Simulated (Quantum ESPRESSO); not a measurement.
ZnMg2CaO4, a curve over one atom's position

Computed values, not a measurement. The program is pw.x of Quantum ESPRESSO 7.5 (plane-wave density functional theory). The cell is made up: 8 atoms on a rocksalt lattice, with randomly drawn elements, strain and displacements, not relaxed. PseudoDojo standard norm-conserving files (v0.5 for PBE, v0.4.1 for LDA and PBEsol) set the functional; there is no spin polarisation, spin-orbit coupling or dispersion term, and the masses in the input are unused placeholders.

Seven runs move atom 7 (O, counted in the order of the input) along z and keep all else fixed.

Input of the run at +0.0198:

```
&control calculation='scf', pseudo_dir='./dojo.nc.sr.pbe.v0_5.standard.upf', outdir='./o', disk_io='low', tprnfor=.true., tstress=.true. /
&system ibrav=0, nat=8, ntyp=4, nbnd=43, ecutwfc=84.00895049, nosym=.true., tot_charge=0,
 occupations='smearing', smearing='fd', degauss=0.0018374661
/
&electrons conv_thr=7.350e-09, electron_maxstep=60, /
ATOMIC_SPECIES
Ca 1.0 Ca.upf
Mg 1.0 Mg.upf
O 1.0 O.upf
Zn 1.0 Zn.upf
CELL_PARAMETERS angstrom
4.2661 0.0062 -0.0189
0.0062 4.3577 0.0221
-0.0189 0.0221 4.4147
ATOMIC_POSITIONS angstrom
Zn 0.027 0.1239 0.0431
Mg -0.1012 2.2207 2.1428
Ca 2.1805 -0.0045 2.2247
Mg 2.1492 2.1885 -0.0486
O 2.0622 0.0591 0.0576
O 2.0974 2.1526 2.1704
O 4.1981 0.1126 2.2002
O 4.1528 2.1905 0.1276
K_POINTS automatic
4 4 4 1 1 1
```

```
shift of atom 7 along z (Å)  free energy less that of the input shown (eV)  Fx on atom 7 (eV/Å)  Fy on atom 7 (eV/Å)  Fz on atom 7 (eV/Å)  pressure (GPa)  iterations
                    -0.1308                                         0.0910                1.714               -0.468                0.979           14.69          12
                    -0.0975                                         0.0617                1.750               -0.456                0.788           14.50          12
                    -0.0774                                         0.0469                1.768               -0.449                0.685           14.40          12
                    +0.0198                                         0.0000                1.818               -0.420                0.303           14.10          12
                    +0.1198                                        -0.0135                1.802               -0.398               -0.040           14.05          12
                    +0.1366                                        -0.0123                1.793               -0.395               -0.104           14.07          12
```

Question: one run is left out of the table, at +0.0567. Estimate its Fz on atom 7 (eV/Å).

Answer: 0.182. The whole row:

| shift of atom 7 along z (Å) | free energy less that of the input shown (eV) | Fx on atom 7 (eV/Å) | Fy on atom 7 (eV/Å) | Fz on atom 7 (eV/Å) | pressure (GPa) | iterations |
| --- | --- | --- | --- | --- | --- | --- |
| +0.0567 | -0.0089 | 1.820 | -0.411 | 0.182 | 14.05 | 12 |

A cubic fit gives dFz/dz = -3.52 eV/Å² at zero shift. Across the table the free energy follows the integral of the force to within 0.2 meV. A rerun of one of the cells at 1437 eV and a 6 x 6 x 6 mesh moved values by no more than 0.002 eV in energy, 0.05 GPa in stress and 0.005 eV/Å in force.